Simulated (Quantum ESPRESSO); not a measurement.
Al5AgHfSn, input and log of a self-consistent run

A calculation, not a measurement. The program is pw.x of Quantum ESPRESSO 7.5 (plane-wave density functional theory). The cell is made up: eight metal atoms on a hexagonal close-packed lattice, with elements, volume, strain and displacements drawn at random and not relaxed, so it may be unstable or far from any real phase. PseudoDojo standard norm-conserving files set the functional (PBE unless stated); there is no spin polarisation or spin-orbit coupling, the Fermi-Dirac width of 0.25 eV means electrons at about 2900 K, and the masses in the input are unused placeholders. The tin pseudopotential is less sure than most, with forces differing by about three percent from a second method on plain tin. Heavy elements are run without spin-orbit coupling, which real alloys of them have. A spin test at this wide smearing found no moment, but such smearing suppresses magnetism that the real alloy may have.

Input:

```
&control calculation='scf', pseudo_dir='./dojo.nc.sr.pbe.v0_5.standard.upf', outdir='./o', disk_io='minimal', tprnfor=.true., tstress=.true. /
&system ibrav=0, nat=8, ntyp=4, nbnd=40, ecutwfc=84.00895049, nosym=.true., tot_charge=0,
 occupations='smearing', smearing='fd', degauss=0.0183746611
/
&electrons conv_thr=1.470e-08, electron_maxstep=70, mixing_beta=0.5 /
ATOMIC_SPECIES
Ag 1.0 Ag.upf
Al 1.0 Al.upf
Hf 1.0 Hf.upf
Sn 1.0 Sn.upf
CELL_PARAMETERS angstrom
0.0114 5.0711 -0.0217
2.8216 -0.014 4.6959
2.9738 0.0272 -4.7887
ATOMIC_POSITIONS angstrom
Al 0.042 0.0098 0.112
Ag 2.7676 -0.0079 0.0158
Al 2.8473 1.7494 -2.3054
Hf 2.7805 1.6902 2.4358
Al 1.345 2.5885 0.029
Al 4.3486 2.5823 -0.0306
Al 1.4111 4.3119 -2.4072
Sn 1.4598 4.2566 2.301
K_POINTS automatic
6 6 6 1 1 1
```

The log is shortened where brackets say so; the opening notice, blank lines, dates and the lines on written files are dropped, and the path of the files is cut. It prints rydbergs, bohrs and kilobars, and counts compression as positive stress. Its total energy is the free energy E - TS of the whole cell.

```
     Program PWSCF v.7.5
     Parallel version (MPI & OpenMP), running on       4 processor cores
     Number of MPI processes:                 4
     Threads/MPI process:                     1
     [start-up lines left out]
     bravais-lattice index     =            0
     lattice parameter (alat)  =       9.5831  a.u.
     unit-cell volume          =     940.2632 (a.u.)^3
     number of atoms/cell      =            8
     number of atomic types    =            4
     number of electrons       =        60.00
     number of Kohn-Sham states=           40
     kinetic-energy cutoff     =      84.0090  Ry
     charge density cutoff     =     336.0358  Ry
     scf convergence threshold =      1.5E-08
     mixing beta               =       0.5000
     number of iterations used =            8  plain     mixing
     Exchange-correlation= PBE
                           (   1   4   3   4   0   0   0)
     [axes and pseudopotential details left out]
   Cartesian axes
     site n.     atom                  positions (alat units)
         1        Al     tau(   1) = (   0.0082821   0.0019325   0.0220857  )
         2        Ag     tau(   2) = (   0.5457529  -0.0015578   0.0031157  )
         3        Al     tau(   3) = (   0.5614693   0.3449704  -0.4546101  )
         4        Hf     tau(   4) = (   0.5482967   0.3332966   0.4803241  )
         5        Al     tau(   5) = (   0.2652254   0.5104356   0.0057186  )
         6        Al     tau(   6) = (   0.8575160   0.5092130  -0.0060341  )
         7        Al     tau(   7) = (   0.2782598   0.8502790  -0.4746844  )
         8        Sn     tau(   8) = (   0.2878632   0.8393742   0.4537424  )
     number of k points=   108  Fermi-Dirac smearing, width (Ry)=  0.0184
     Number of k-points >= 100: set verbosity='high' to print them.
     Dense  grid:    97773 G-vectors     FFT dimensions: (  60,  64,  64)
     Estimated max dynamical RAM per process >     349.26 MB
     Estimated total dynamical RAM >       1.29 GB
     Initial potential from superposition of free atoms
     starting charge      59.9839, renormalised to      60.0000
     Starting wfcs are   49 randomized atomic wfcs
     total cpu time spent up to now is        6.8 secs
     per-process dynamical memory:   291.5 Mb
     Self-consistent Calculation
     iteration #  1     ecut=    84.01 Ry     beta= 0.50
     Davidson diagonalization with overlap
     ethr =  1.00E-02,  avg # of iterations =  3.7
     total cpu time spent up to now is       21.7 secs
     total energy              =    -603.26683258 Ry
     estimated scf accuracy    <       0.79892566 Ry
     iteration #  2     ecut=    84.01 Ry     beta= 0.50
     Davidson diagonalization with overlap
     ethr =  1.33E-03,  avg # of iterations =  3.9
     total cpu time spent up to now is       38.2 secs
     total energy              =    -603.53035551 Ry
     estimated scf accuracy    <       1.13101446 Ry
     iteration #  3     ecut=    84.01 Ry     beta= 0.50
     Davidson diagonalization with overlap
     ethr =  1.33E-03,  avg # of iterations =  2.0
     total cpu time spent up to now is       51.3 secs
     total energy              =    -603.66703656 Ry
     estimated scf accuracy    <       0.04230896 Ry
     iteration #  4     ecut=    84.01 Ry     beta= 0.50
     Davidson diagonalization with overlap
     ethr =  7.05E-05,  avg # of iterations =  6.8
     total cpu time spent up to now is       68.2 secs
     total energy              =    -603.67367756 Ry
     estimated scf accuracy    <       0.00592507 Ry
     iteration #  5     ecut=    84.01 Ry     beta= 0.50
     Davidson diagonalization with overlap
     ethr =  9.88E-06,  avg # of iterations =  5.8
     total cpu time spent up to now is       86.1 secs
     total energy              =    -603.67461840 Ry
     estimated scf accuracy    <       0.00470862 Ry
     iteration #  6     ecut=    84.01 Ry     beta= 0.50
     Davidson diagonalization with overlap
     ethr =  7.85E-06,  avg # of iterations =  2.2
     total cpu time spent up to now is       98.6 secs
     total energy              =    -603.67508794 Ry
     estimated scf accuracy    <       0.00018611 Ry
     iteration #  7     ecut=    84.01 Ry     beta= 0.50
     Davidson diagonalization with overlap
     ethr =  3.10E-07,  avg # of iterations =  5.1
     total cpu time spent up to now is      114.9 secs
     total energy              =    -603.67515460 Ry
     estimated scf accuracy    <       0.00008987 Ry
     iteration #  8     ecut=    84.01 Ry     beta= 0.50
     Davidson diagonalization with overlap
     ethr =  1.50E-07,  avg # of iterations =  2.0
     total cpu time spent up to now is      127.5 secs
     total energy              =    -603.67516540 Ry
     estimated scf accuracy    <       0.00000243 Ry
     iteration #  9     ecut=    84.01 Ry     beta= 0.50
     Davidson diagonalization with overlap
     ethr =  4.06E-09,  avg # of iterations =  4.5
     total cpu time spent up to now is      143.8 secs
     total energy              =    -603.67516635 Ry
     estimated scf accuracy    <       0.00000184 Ry
     iteration # 10     ecut=    84.01 Ry     beta= 0.50
     Davidson diagonalization with overlap
     ethr =  3.07E-09,  avg # of iterations =  2.0
     total cpu time spent up to now is      156.8 secs
     total energy              =    -603.67516659 Ry
     estimated scf accuracy    <       0.00000004 Ry
     iteration # 11     ecut=    84.01 Ry     beta= 0.50
     Davidson diagonalization with overlap
     ethr =  6.67E-11,  avg # of iterations =  4.5
     total cpu time spent up to now is      172.6 secs
     End of self-consistent calculation
     [lines on levels left out]
!    total energy              =    -603.67516660 Ry
     estimated scf accuracy    <       0.00000001 Ry
     smearing contrib. (-TS)   =      -0.04814808 Ry
     internal energy E=F+TS    =    -603.62701852 Ry
     The total energy is F=E-TS. E is the sum of the following terms:
     one-electron contribution =    -324.95864359 Ry
     hartree contribution      =     190.71571780 Ry
     xc contribution           =    -130.07432519 Ry
     ewald contribution        =    -339.30976753 Ry
     convergence has been achieved in  11 iterations
     Forces acting on atoms (cartesian axes, Ry/au):
     atom    1 type  2   force =    -0.02464181    0.01759776   -0.01252610
     atom    2 type  1   force =     0.02046551    0.00881598   -0.03482364
     atom    3 type  2   force =    -0.00956811   -0.00017693   -0.00073663
     atom    4 type  3   force =     0.02440122    0.02561793   -0.00075872
     atom    5 type  2   force =     0.01428556   -0.01652809   -0.00895604
     atom    6 type  2   force =    -0.01453290   -0.01022499    0.02044662
     atom    7 type  2   force =     0.02261194   -0.01414875    0.00018498
     atom    8 type  4   force =    -0.03302141   -0.01095291    0.03716953
     Total force =     0.093393     Total SCF correction =     0.000154
     Computing stress (Cartesian axis) and pressure
          total   stress  (Ry/bohr**3)                   (kbar)     P=       70.83
   0.00028259   0.00000566   0.00004989           41.57        0.83        7.34
   0.00000566   0.00059144   0.00005368            0.83       87.00        7.90
   0.00004989   0.00005368   0.00057035            7.34        7.90       83.90
     init_run     :      6.28s CPU      6.56s WALL (       1 calls)
     electrons    :    164.57s CPU    165.83s WALL (       1 calls)
     forces       :      2.48s CPU      2.49s WALL (       1 calls)
     stress       :      9.22s CPU      9.23s WALL (       1 calls)
     [timing details left out]
     PWSCF        :   3m 2.78s CPU   3m 4.37s WALL
     JOB DONE.
```

In other units: free energy -8213.419 eV for the cell, pressure 7.08 GPa, largest force component 0.956 eV/Å in size. The run took 186 s of wall time with four MPI processes on a shared machine (Intel Xeon, 2023 or later, virtual cores), so the time is rough. A rerun of this cell at a higher cutoff and on a denser mesh moved values by no more than 0.008 eV in energy, 0.29 GPa in stress and 0.010 eV/Å in force, and a second program with other atomic files agreed on that cell to 2 % rms in force and 0.5 GPa in pressure.